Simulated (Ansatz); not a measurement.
Input:

AlFe:
```yaml
crystal:
  lattice:
    - [2.87426, 0.00000, 0.00000]
    - [0.00000, 2.87426, 0.00000]
    - [0.00000, 0.00000, 2.87426]
  atoms:
    - { symbol: Fe, position: [0.50000, 0.50000, 0.50000], spin: 0.7 }
    - { symbol: Al, position: [0.00000, 0.00000, 0.00000], spin: -0.1 }
```

This is the PBE-relaxed structure.

Problem. All from plane-wave PAW PBE (Ansatz code), unless another level is named. Give the density of states at the Fermi level.

Solution. 1.1 states/eV per atom (mean over ±0.08 eV).

Problem. And the formation energy from the elements (no fitted shifts)?

Solution. -0.32 eV/atom.

Space group Pm-3m (CsCl type). Symmetry was held in the PBE relaxation. The final state is ferromagnetic, chosen from 4 collinear starts compared on coarse meshes (ties went to the first, and starts can fall back to one state), not a proven ground state. The references are the lowest solids computed at this level, not always the standard phases.

Potentials: the later of the program's two PAW sets.
